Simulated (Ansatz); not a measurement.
CoMo:
```yaml
crystal:
  lattice:
    - [0.00000, 2.39936, 2.39936]
    - [2.39936, 0.00000, 2.39936]
    - [2.39936, 2.39936, 0.00000]
  atoms:
    - { symbol: Co, position: [0.00000, 0.00000, 0.00000] }
    - { symbol: Mo, position: [0.50000, 0.50000, 0.50000] }
```

Relaxed with PBEsol. Special points in fractions of this cell's reciprocal vectors: Γ (0.000, 0.000, 0.000); X (0.500, 0.000, 0.500); U (0.625, 0.250, 0.625); K (0.375, 0.375, 0.750); L (0.500, 0.500, 0.500); W (0.500, 0.250, 0.750).

Q: List the band energies nearest the Fermi level at these points for DFT-PBEsol in the program Ansatz with PAW potentials.

A: In eV from the Fermi level; about four levels below and three above (degenerate sets whole), none deeper than 8.9 eV; points with the same levels are listed once.

```csv
k,below,above
Γ,-4.42 -4.42 -4.12 -4.12 -4.12,1.48 1.48 1.48
X,-2.80 -1.44 -1.44 -0.68,1.26 1.26 1.31
U,-2.91 -2.79 -1.69 -0.43,0.41 0.76 1.02
L,-2.05 -2.05 -1.60 -1.60 -0.10,0.72 0.72 3.51
W,-3.09 -1.69 -1.42 -1.04,0.21 0.21 1.24
```

Space group Fm-3m (rock salt). The start of the workflow was typed in or built on a structure type; neither database checked (COD, Materials Project) lists it. Its standing as an ambient phase is unchecked. The PBEsol relaxation kept the symmetry of its start. At this level the phase is mechanically unstable. The workflow began spin-polarised and lost its moments. Its formation energy is positive at this level, so the cell may be metastable or incomplete. Spin–orbit coupling is left out wherever it is not named.

Potentials: the later of the program's two PAW sets.
